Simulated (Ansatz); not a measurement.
Bi (simple cubic, Pm-3m), a = b = c = 3.250 Å, α = β = γ = 90.00°.

Relaxed with r²SCAN.

Problem. Tabulate the valence density and the electron localisation function along the shortest Bi–Bi contact (3.25 Å), r²SCAN in the plane-wave PAW code Ansatz.

Solution. 

```csv
distance from Bi (Å),density (e/Å³),ELF
0.33,6.71,0.11
0.49,4.93,0.17
0.65,3.13,0.28
0.81,1.67,0.39
0.98,0.79,0.43
1.14,0.44,0.43
1.30,0.30,0.44
1.46,0.23,0.44
1.63,0.21,0.43
1.79,0.23,0.44
1.95,0.30,0.44
2.11,0.44,0.43
2.28,0.79,0.43
2.44,1.67,0.39
2.60,3.13,0.28
2.76,4.93,0.17
2.93,6.71,0.11
```

The density is the valence pseudo-density with augmentation charge, so density and ELF within about 1 Å of a nucleus are not all-electron values.

The start of the workflow was typed in or built on a structure type; neither database checked (COD, Materials Project) lists it. It is not the phase usual at ambient conditions (space group No. 166). Symmetry was held in the r²SCAN relaxation; whether a distortion lowers the energy is not shown. Scalar-relativistic: spin–orbit coupling is off unless named, which matters more the heavier the elements.

Potentials: the earlier of the program's two PAW sets.
